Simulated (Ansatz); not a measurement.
AgI:
```xyz
2
Lattice="0.0000 3.3143 3.3143 3.3143 0.0000 3.3143 3.3143 3.3143 0.0000" Properties=species:S:1:pos:R:3 pbc="T T T"
Ag     0.0000     0.0000     0.0000
I      1.6572     1.6572     1.6572
```

The program Ansatz at the PBE level (PAW) gives a gap of 1.34 eV without spin–orbit coupling, maximum at Γ, minimum at Γ.

### Question
What happens when spin–orbit coupling is switched on?

### Answer
The gap falls by 0.23 eV, to 1.11 eV; maximum on the K–Γ line, 97 % of the way from K, minimum at Γ.

### Question
How large is the spin–orbit splitting of the valence top at Γ?

### Answer
The fourfold level lies 0.64 eV above the split-off pair.

Space group F-43m (zinc blende). Symmetry was held in the PBE relaxation. No spin polarisation was allowed.

Potentials: the earlier of the program's two PAW sets.
